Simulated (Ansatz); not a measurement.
Data sheet: BN (DFT)

BN:
```
CELL_PARAMETERS angstrom
      2.56008     0.00000     0.00000
     -1.28004     2.21710     0.00000
      0.00000     0.00000    12.59485
ATOMIC_POSITIONS crystal
  B  0.00000 0.00000 0.00006
  B  0.00000 0.00000 0.50006
  B  0.66667 0.33333 0.83268
  B  0.33333 0.66667 0.33268
  B  0.66667 0.33333 0.16656
  B  0.33333 0.66667 0.66656
  N  0.00000 0.00000 0.87440
  N  0.00000 0.00000 0.37440
  N  0.66667 0.33333 0.70808
  N  0.33333 0.66667 0.20808
  N  0.66667 0.33333 0.04191
  N  0.33333 0.66667 0.54191
```

Space group P6_3mc (No. 186); conventional cell a = b = 2.560 Å, c = 12.595 Å, α = β = 90.00°, γ = 120.00°.

Method: plane-wave PAW PBE (Ansatz code). Structure relaxed to zero pressure with the same functional. Other levels are named where they apply.

### Cell and energy

| Property | Result |
|---|---|
| Volume per atom | 5.96 Å³ |
| Density | 3.46 g/cm³ |
| Formation energy from the elements (no fitted shifts) | -1.16 eV/atom |

### Electronic structure

| Item | Result |
|---|---|
| Band gap | 5.19 eV (indirect) |
| Valence-band maximum | at Γ |
| Conduction-band minimum | at M (3 equivalent valleys) |
| Smallest direct gap on the standard path | 7.17 eV |
| Electron effective mass | 0.34, 0.93, 1.9 mₑ (principal values) |
| Hole effective mass, band 1 of 2 at the edge | 1.6 along x, 1.3 along z (mₑ) |
| Hole effective mass, band 2 of 2 at the edge | 0.35 along x, 1.3 along z (mₑ) |
| HSE06 gap on the PBE cell | 6.54 eV |

### Mechanics

| Item | Value |
|---|---|
| Bulk modulus (Birch–Murnaghan fit) | 371 GPa |
| Pressure derivative B′ | 3.7 |
| Elastic constants (relaxed ions, GPa) | C11 = 910, C12 = 132, C13 = 70.4, C33 = 976, C44 = 343 |
| Mechanical stability | stable (all eigenvalues of C positive) |
| Hill bulk and shear moduli | 371 and 381 GPa |
| Young's modulus | 852 GPa |
| Poisson's ratio | 0.12 |
| Debye temperature from the elastic constants | 1890 K |
| Piezoelectric stress constants (proper, relaxed ions, C/m²) | e15 = e24 = -0.46, e31 = e32 = -0.47, e33 = 1.04 |

### Dielectric response

| Item | Value |
|---|---|
| Electronic dielectric constant ε∞ (DFPT) | 4.61 (xx = yy), 4.68 (zz) |
| Static dielectric constant ε0 (ions relaxed, cell fixed) | 6.88 (xx = yy), 7.09 (zz) |
| Born charges (a third of the trace) | B +1.87 to +1.92, N -1.91 to -1.89 e |
| Largest static χ(2) component | 6.7 pm/V |

### Phonons

| Property | Value |
|---|---|
| Highest zone-centre frequency (without LO–TO term) | 37.37 THz |
| Zone-centre stability | no imaginary mode at Γ |
| Dynamical stability on the path | stable (no imaginary branch) |
| Zero-point energy | 155.4 meV/atom |
| Vibrational entropy at 300 K | 3.5 J/(K·mol of atoms) |

### Charges

| Quantity | Value |
|---|---|
| Bader charges | B +2.16, N -2.16 to -2.15 e |

The cell is a constructed one: a structure type filled with these elements. Its sites differ from those of the usual phase in this space group: another stacking or structure type. The PBE relaxation kept the symmetry of its start. Signs of piezoelectric constants follow the polarity of the cell as given. The references are the lowest solids computed at this level, not always the standard phases (solids in place of the gases).

Potentials: the later of the program's two PAW sets.
